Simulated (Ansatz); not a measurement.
The start is a generated cell, HfO2 built in the marcasite structure type. A full variable-cell relaxation at zero pressure is run with r2SCAN (plane waves to 500 eV, PAW, scalar-relativistic; Ansatz, a program for electronic structure). The first steps use a coarse 6×5×7 k-mesh.

Initial structure:
```yaml
crystal:
  lattice:
    - [4.08096, 0.00000, 0.00000]
    - [0.00000, 4.98078, 0.00000]
    - [0.00000, 0.00000, 3.10934]
  atoms:
    - { symbol: Hf, position: [0.00000, 0.00000, 0.00000] }
    - { symbol: Hf, position: [0.50000, 0.50000, 0.50000] }
    - { symbol: O, position: [0.20040, 0.37870, 0.00000] }
    - { symbol: O, position: [0.70040, 0.12130, 0.50000] }
    - { symbol: O, position: [0.29960, 0.87870, 0.50000] }
    - { symbol: O, position: [0.79960, 0.62130, 0.00000] }
```

Question: How large is the pressure on the unrelaxed cell, and of which sign?

Answer: +29.4 GPa (positive: the cell is compressed).

Question: Does the structure survive the relaxation? Give the final space group.

Answer: The space group goes from Pnnm (No. 58) to P4₂/mnm (No. 136); the end is rutile type, with 6 atoms in the primitive cell.

Question: How much energy is released per atom?

Answer: 0.55 eV/atom.

Question: How do the shortest distances between atoms change?

Answer: The closest pairs of elements (up to four, under 3.6 Å), start → end: O–O 2.03 → 2.67 Å; Hf–O 2.06 → 2.09 Å; Hf–Hf 3.11 → 3.22 Å.

Question: Is the relaxed structure metallic? Give its gap.

Answer: 4.53 eV, direct at Γ (no spin-orbit coupling).

Question: Give the final cell and atomic positions.

Answer: 
```cif
data_Hf2O4
_chemical_formula_sum 'Hf2 O4'
_space_group_name_H-M_alt 'P42/mnm'
_space_group_IT_number 136
_space_group_name_Hall '-P 4n 2n'
_cell_length_a 4.83851
_cell_length_b 4.83851
_cell_length_c 3.22057
_cell_angle_alpha 90.000
_cell_angle_beta 90.000
_cell_angle_gamma 90.000
loop_
_atom_site_label
_atom_site_type_symbol
_atom_site_symmetry_multiplicity
_atom_site_Wyckoff_symbol
_atom_site_fract_x
_atom_site_fract_y
_atom_site_fract_z
_atom_site_occupancy
Hf1 Hf 2 a 0.00000 0.00000 0.00000 1
O1 O 4 g 0.19492 0.19492 0.50000 1
```

Final values are on a 7×7×10 k-mesh of the relaxed cell. No spin polarisation in the result.

The run could not lose the symmetry of its start; a randomly shaken copy of 12 atoms returns to this structure.

The first start was generated by placing the elements on the sites of a structure type. Materials Project lists a structure of HfO2 in the same space group, P4₂/mnm (No. 136); the sites were not compared with it, nor with measured phases. Known forms of HfO2 include space group No. 14, 29, 137, 225.
